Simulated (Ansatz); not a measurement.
## Two states of NaHf₂VCl₁₁

```yaml
crystal:
  lattice:
    - [5.72973, 4.25341, 0.00000]
    - [5.72973, -4.25341, 0.00000]
    - [4.28345, 0.00000, -8.74360]
  atoms:
    - { symbol: Cl, position: [0.26589, 0.26589, 0.89111] }
    - { symbol: Cl, position: [0.73411, 0.73411, 0.10889] }
    - { symbol: Hf, position: [0.50282, 0.50282, 0.76620] }
    - { symbol: Hf, position: [0.49718, 0.49718, 0.23380] }
    - { symbol: V, position: [0.00000, 0.00000, 0.50000] }
    - { symbol: Cl, position: [0.50000, 0.50000, 0.50000] }
    - { symbol: Cl, position: [0.22143, 0.80249, 0.69197] }
    - { symbol: Cl, position: [0.19751, 0.77857, 0.30803] }
    - { symbol: Cl, position: [0.77857, 0.19751, 0.30803] }
    - { symbol: Cl, position: [0.80249, 0.22143, 0.69197] }
    - { symbol: Cl, position: [0.33117, 0.66883, 0.00000] }
    - { symbol: Cl, position: [0.66883, 0.33117, 0.00000] }
    - { symbol: Na, position: [0.00000, 0.00000, 0.00000] }
    - { symbol: Cl, position: [0.25288, 0.25288, 0.35132] }
    - { symbol: Cl, position: [0.74712, 0.74712, 0.64868] }
```

Level: r2SCAN; 500 eV; 3×3×2 Γ-centred mesh; gaussian occupations (width 0.0691 eV); Ansatz 0.2.0, fixed geometry. The cell carries a charge of +1 e on a uniform background.

State A: no moments (no spin polarisation). State B: V5 up (collinear spin).

Problem. Which state is lower, and how do they differ?

Solution. State B is lower by 117.9 meV an atom at zero smearing; in free energy at this smearing B lies -116.2 meV an atom from A.

```json
{"state": "A", "free energy (meV/atom)": "116.2", "largest moment in a small sphere (μB)": "0.00", "net moment (μB/cell)": "0.00", "gap on mesh (eV)": "metal", "pressure (GPa)": "n/a", "largest force (eV/Å)": "1.16"}
{"state": "B", "free energy (meV/atom)": "0.0", "largest moment in a small sphere (μB)": "2.02", "net moment (μB/cell)": "2.00", "gap on mesh (eV)": "0.23", "pressure (GPa)": "n/a", "largest force (eV/Å)": "1.16"}
```

Origin: a known structure type with other elements, at an estimated volume, so it need not be a known compound. Caveats: semilocal functionals often miss the gap of such magnets; the k mesh is coarse if the cell is a metal; charged cell with a uniform background; the gap is not wide against the smearing; correlation that this level lacks may open a gap in such a compound.
